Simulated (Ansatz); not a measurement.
AgW (rock salt, Fm-3m) at seven volumes, r²SCAN (plane waves, PAW; program Ansatz), scaled uniformly. One row is withheld.

```
V (Å³/atom)  P (GPa)
-----------  -------
16.951         19.73
17.510         11.98
18.069          5.47
18.627          0.00
19.186         -4.58
19.745             ?
20.304        -11.62
```

**Question.** Fit the shown pressures and predict the withheld one.

**Answer.** Third-order Birch–Murnaghan: P = (3/2)B₀(x^(7/2) − x^(5/2))[1 + (3/4)(B′ − 4)(x − 1)] with x = (V₀/V)^(2/3). Least squares on the six rows gives V₀ = 18.628 Å³/atom, B₀ = 166.3 GPa, B′ = 4.85. At V = 19.745, x = 0.9619 and P = -8.41 GPa. The run itself gave -8.42 GPa.

The start of the workflow was typed in or built on a structure type; neither database checked (COD, Materials Project) lists it. Its standing as an ambient phase is unchecked. The cell was relaxed with r²SCAN under the symmetry of its start. At this level the phase is mechanically unstable. The run is not spin-polarised. Its formation energy is positive at this level, so the cell may be metastable or incomplete. Spin–orbit coupling is left out wherever it is not named.

Potentials: the earlier of the program's two PAW sets.
